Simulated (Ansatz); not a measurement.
An Ansatz (a quantum-chemistry and plane-wave program) run. Input:

Ansatz 0.2 input:
```yaml
crystal:
  lattice:
    - [0.0, 1.7801490349, 1.7801490349]
    - [1.7801490349, 0.0, 1.7801490349]
    - [1.7801490349, 1.7801490349, 0.0]
  atoms:
    - { symbol: C, position: [0.5, 0.5, 0.5] }
    - { symbol: C, position: [0.75, 0.75, 0.75] }
kpoints:
  mp_grid: { grid: [10, 10, 10] }
hamiltonian:
  xc: hse06
  pseudopotentials: { kind: paw }
scf:
  n_extra_bands: 6
  occupations: { method: fixed }
output:
  eigenvalues: true
  eigenstates:
    e_range: [-9.0, 14.5]
    kpoints:
      - [0.0, 0.0, 0.0]  # VBM
      - [0.0, 0.361979, 0.361979]  # CBM
      - [0.0, 0.0, 0.0]  # GAMMA
      - [0.5, 0.0, 0.5]  # X
      - [0.5, 0.5, 0.5]  # L
      - [0.5, 0.25, 0.75]  # W
      - [0.375, 0.375, 0.75]  # K
      - [0.625, 0.25, 0.625]  # U
```

Output (shortened):

```
Pseudopotential: C, paw, valence charge 4
Functional definition: HSE06
davidson cushion auto → on  (no smearing: the cushion is to keep the highest requested band from converging to the state above it …
Crystal: 2 atoms, lattice volume = 11.282 Å³
Basis set: ecut = 420 eV, 229 PW (Γ)
Bands: 10, of which v1, the nominal top of the filled ones, is band 4 counted from 1 (3 counted from 0)
Symmetry: 48 space group operations
Space group: Fd-3m (ITA 227), of the structure as read, at distance tolerance 2.2e-5 Å
k-points: 47 of 1000
SCF iter   1: F=—  HF=-501.614094 eV  |F-HF|=—  |Δ(HF+E_count)|=         —  Δρ=1.65e-3  dr2=6.27e-5  ethr=1.77e-3  ⟨swp⟩=2.0  Hψ=3276  notcnv=0
preconditioner: auto → none
SCF iter   2: F=-501.614309 eV  HF=-501.614252 eV  |F-HF|=5.73e-5  |Δ(HF+E_count)|=   1.57e-4  Δρ=8.20e-4  dr2=1.25e-5  ethr=7.84e-7  ⟨swp⟩=3.0  Hψ=1352  notcnv=0
SCF 1 stopped early in 2 iterations: F = -501.614309 eV  dr2 = 1.25e-5
Crystal: 2 atoms, lattice volume = 11.282 Å³
Exchange kernel: α = 0.2500, screened, ω = 0.2079 Å⁻¹, Wigner–Seitz truncation, v(0) = 1046.7884 eV·Å³, q-mesh 10×10×10, nearest image of the exchange …
Frozen-core exchange: fock
SCF iter   1: F=—  HF=-501.765685 eV  |F-HF|=—  |Δ(HF+E_count)|=         —  Δρ=9.98e-3  dr2=4.67e-3  ethr=1.56e-6  ⟨swp⟩=5.1  Hψ=2309  notcnv=0
preconditioner: auto → none
SCF iter   2: F=—  HF=-501.763859 eV  |F-HF|=—  |Δ(HF+E_count)|=   1.83e-3  Δρ=4.22e-3  dr2=7.47e-4  ethr=1.56e-6  ⟨swp⟩=3.0  Hψ=1598  notcnv=0
SCF iter   3: F=—  HF=-501.765453 eV  |F-HF|=—  |Δ(HF+E_count)|=   1.59e-3  Δρ=9.03e-4  dr2=2.71e-5  ethr=1.56e-6  ⟨swp⟩=3.0  Hψ=1432  notcnv=0
iter 4 solved again at ethr=1.01e-8 eV; its pass at ethr=3.16e-7 eV (dr2=8.08e-7 eV) is discarded
SCF iter   4: F=—  HF=-501.765443 eV  |F-HF|=—  |Δ(HF+E_count)|=   1.00e-5  Δρ=1.54e-4  dr2=2.21e-6  ethr=1.01e-8  ⟨swp⟩=2.0  Hψ=2256  notcnv=0
SCF iter   5: F=-501.765455 eV  HF=-501.765455 eV  |F-HF|=1.79e-7  |Δ(HF+E_count)|=   1.23e-5  Δρ=6.93e-5  dr2=3.45e-7  ethr=9.93e-9  ⟨swp⟩=3.1  Hψ=1409  notcnv=0
SCF 2 stopped early in 5 iterations: F = -501.765455 eV  dr2 = 3.45e-7
hybrid outer 1: dexx = +1.979e-3 eV, tail = 9.27e-6 eV
Crystal: 2 atoms, lattice volume = 11.282 Å³
Exchange kernel: α = 0.2500, screened, ω = 0.2079 Å⁻¹, Wigner–Seitz truncation, v(0) = 1046.7884 eV·Å³, q-mesh 10×10×10, nearest image of the exchange …
Frozen-core exchange: fock
SCF iter   1: F=—  HF=-501.765499 eV  |F-HF|=—  |Δ(HF+E_count)|=         —  Δρ=7.63e-5  dr2=3.44e-7  ethr=5.80e-7  ⟨swp⟩=2.7  Hψ=1198  notcnv=0
preconditioner: auto → none
iter 2 solved again at ethr=4.73e-11 eV; its pass at ethr=3.30e-9 eV (dr2=3.79e-9 eV) is discarded
SCF iter   2: F=-501.765499 eV  HF=-501.765499 eV  |F-HF|=4.68e-9  |Δ(HF+E_count)|=   8.01e-8  Δρ=1.53e-5  dr2=1.22e-8  ethr=4.73e-11  ⟨swp⟩=2.3  Hψ=2579  notcnv=0
SCF 3 converged in 2 iterations: F = -501.765499 eV  dr2 = 1.22e-8
hybrid outer 2: dexx = +1.285e-7 eV, tail = 2.96e-8 eV, Δε = 2.85e-3 eV (about 1.63e-4 eV left of the loop's levels)
the search or the solves at the SCF's close seem to have found levels that the self-consistency loop had missed (the run counts 1) …
NSCF: frozen V_eff on 8 k-points
hybrid SCF converged: 2 outer / 7 inner (+2 warm-up), last move |dexx| = 1.29e-7 eV, tail = 2.96e-8 eV
Stability not checked (fock_operator)
Free energy (F): -501.765499 eV
Frozen-core exchange: fock
Harris-Foulkes:  -501.765499 eV  (|F-HF|=4.68e-9)
Internal energy: -501.765499 eV  (E = F + TS)
E sigma→0 (E₀):  -501.765499 eV
Fermi energy:    12.794118 eV
--- Per-component energies (eV) ---
  E_band       = 23.319336
  E_kinetic    = 184.385771
  E_local      = -120.254722  (includes V_loc(G=0)·N_el)
  E_nonlocal   = 52.299512
  E_hartree    = 26.382608
  E_xc         = -78.993355
  E_vxc        = -97.065333  (∫ρ·V_xc dr)
  E_exx        = -18.327401  (= α·E_x^exact, valence–valence)
  E_paw        = -198.632534  (= ΣΔE_a)
  E_vpaw       = -12.155971  (= ΣTr[D̂ρ^β])
  E_aug_tail   = 0.000016  (compensation charges beyond the density's cutoff)
  E_ewald      = -348.590958
  E_core_change = -0.034436  (= ΣΔE_core)
  E_smearing   =  0.000000  (= −TS)
  E_closure    =  0.000000  (closes the sum)
  Σ components = -501.765499   (vs F -501.765499, Δ=0.00e0)
  [band-id]    e_kinetic+e_local+e_nonlocal+2·e_hartree+e_vxc+2·e_exx+e_vpaw+e_augmentation_tail = 23.319688   (vs E_band 23.319336, Δ=3.52e-4)
--- Band table (eV; the first three rows and the last of 47) ---
  k-point 0: bands = ["-10.8123", "12.7941", "12.7941", "12.7941", "19.7875", "19.7875", "19.7875", "28.1416", "33.6767", "41.1231"]
  k-point 1: bands = ["-10.5118", "10.9872", "12.3187", "12.3187", "20.4176", "20.4176", "20.7612", "28.3958", "34.1853", "38.4788"]
  k-point 2: bands = ["-9.6158", "7.4494", "11.3600", "11.3600", "21.6479", "21.6479", "22.0350", "29.0902", "35.0640", "36.9228"]
  k-point 46: bands = ["-0.5783", "-0.5783", "3.9222", "3.9222", "23.6880", "23.6880", "28.3446", "28.3446", "36.5495", "36.5495"]
```

Cost: around 60 core-seconds (rough) on shared cores.

The points marked VBM and CBM come from a semilocal run.

The r²SCAN relaxation kept the symmetry of its start.

Potentials: the later of the program's two PAW sets.

Ansatz is a plane-wave DFT program.
